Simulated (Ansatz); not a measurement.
**Question.** Volume from LDA minus that from PBEsol (% of the latter), each on its own relaxed cell (Ansatz, an electronic-structure program, plane waves, PAW; no spin–orbit coupling, no Hubbard U), over 172 phases of the class «crystals with elements from indium on»: what sign and size do you expect?

**Answer.** Mean -3.1 %, median -2.8 %, mean absolute 3.1 %; eight in ten lie between -4.7 and -2.0 %, and 0 % are above zero.

Some cases that may be named, with their rank among the 172 from the lowest: Cs, fcc (Cu type) -10.5 % (rank 1); VBiO4, C2 (V on 2a, Bi on 2b, O on 4c, O on 4c) -7.6 % (rank 3); SnTePbSe, R3m (Sn on 3a, Te on 3a, Pb on 3a, Se on 3a) -2.8 % (rank 86); In2Pt, fluorite or antifluorite type -2.8 % (rank 87); Re, 9R (Sm type) -1.5 % (rank 170); P2W, Cmc2_1 (P on 4a, P on 4a, W on 4a) -1.5 % (rank 171).

The phases are those computed here (of each formula those with measured values and the lowest at some level), not a balanced benchmark, and neither functional is the truth. Pairs that end in unlike spin orders or unlike minima (c/a over 6 % apart, 30 % for weakly bound crystals), magnets with 4f shells, solids of gases and phases set aside for tests are left out.

1 of the phases carry moments, in the orders computed and without U. 2 hold 4f electrons in the valence, where a lower state may exist. 3 are weakly bound layers, chains or molecules.

Not the usual ambient phase: Cs, fcc (Cu type); VBiO4, C2 (V on 2a, Bi on 2b, O on 4c, O on 4c); Re, 9R (Sm type). Standing as an ambient phase not checked: SnTePbSe, R3m (Sn on 3a, Te on 3a, Pb on 3a, Se on 3a); In2Pt, fluorite or antifluorite type; P2W, Cmc2_1 (P on 4a, P on 4a, W on 4a). Perhaps ordered models of mixed-site phases: SnTePbSe, R3m (Sn on 3a, Te on 3a, Pb on 3a, Se on 3a). All cells were relaxed under the symmetry of their starts (and spin orders); stability against distortions was not tested throughout. Named crystals with no word on spin ran without spin polarisation. Spin–orbit coupling is left out wherever it is not named.

Potentials: the later of the program's two PAW sets.

Ansatz is a plane-wave DFT program.
